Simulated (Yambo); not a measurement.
Yambo run on LiNbO₂ (space group P6_3/mmc, No. 194). The wavefunctions are PBEsol (pw.x of Quantum ESPRESSO, ONCV potentials, scalar-relativistic) ones on a 6×6×1 mesh (28 occupied bands); a = b = 2.9218 Å, c = 10.4510 Å, α = β = 90.00°, γ = 120.00°.

Yambo input:

```
rim_cut
gw0
dyson
el_el_corr
HF_and_locXC
ppa
em1d
RandQpts= 1000000
RandGvec= 1 Ry
EXXRLvcs= 84 Ry
VXCRLvcs= 336 Ry
Chimod= "HARTREE"
% BndsRnXp
 5 | 156 |
%
NGsBlkXp= 8 Ry
% LongDrXp
 1.0 | 1.0 | 1.0 |
%
PPAPntXp= 27.2114 eV
% GbndRnge
 1 | 66 |
%
GTermKind= "BG"
DysSolver= "n"
ExtendOut
% QPkrange
 1 | 1 | 28 | 29 |
%
```

k points by index: 1 = Γ.

The o-*.qp file then holds:

```
#    K-point    Band    Eo [eV]    E [eV]    E-Eo [eV]    Vxc [eV]    Vnlxc [eV]    Sc|Eo [eV]    Sc|E [eV]    dSc/dw|Eo [eV]    Re(Z)    Im(Z)
#
    1    28    0.000000    0.049182    0.049182    -17.96452    -18.97601    1.073169    1.060674    -6.918965    0.797276    -0.001191
    1    29    1.594200    2.368522    0.774322    -18.29107    -13.74780    -3.573665    -3.768951    -6.862094    0.798607    -0.001183
```
(The two width columns are left out.) Convergence of these settings isn't established.

Spin-orbit coupling is not included.

Geometry of the Materials Project entry, not relaxed at this level.
